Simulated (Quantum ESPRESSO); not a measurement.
# Hf2Pd2Se2Br2O3 and the effect of the functional

```xyz
11
Lattice="7.5867 -1.7097 -1.1758 7.5867 1.7097 -1.1758 -2.0245 0.0000 13.0516" Properties=species:S:1:pos:R:3 pbc="T T T"
Hf   14.2165    0.0000   -1.4206
Hf    8.6262    0.0000    2.2691
Pd    1.6873    0.0000    6.2302
Pd    3.3945    0.0000    8.9390
Se   12.2827    0.0000    8.8683
Se   10.7952    0.0000    5.8168
Br    8.8069    0.0000   -0.7891
Br    3.1532    0.0000    3.1608
O     8.2058    0.0000    4.0943
O     5.7021    0.0000    0.0464
O     0.0207    0.0000    2.8206
```

The cell comes from a database or a generator and needn't be the stable form of this composition.

Kept alike: task band structure; k mesh 5 × 5 × 1; occupations fermi-dirac, width 0.05 eV; no spin polarisation. Program: Quantum ESPRESSO, SG15 PBE 1.2, cutoff 1197 eV. The mesh is that of the run's cell of 11 atoms. No spin-orbit coupling.

```csv
functional,pressure (GPa)
LDA,-4.31
PBE,0.01
PBEsol,-2.25
```

The k mesh is coarse, so the values aren't converged. Pressure is positive in compression; the values hold the error of the finite cutoff, so their zero can differ a little from the energy's minimum. All rows use potentials made for PBE.

The pressure runs from -4.31 (LDA) to 0.01 GPa (PBE). From PBE: LDA -4.32; PBEsol -2.26.
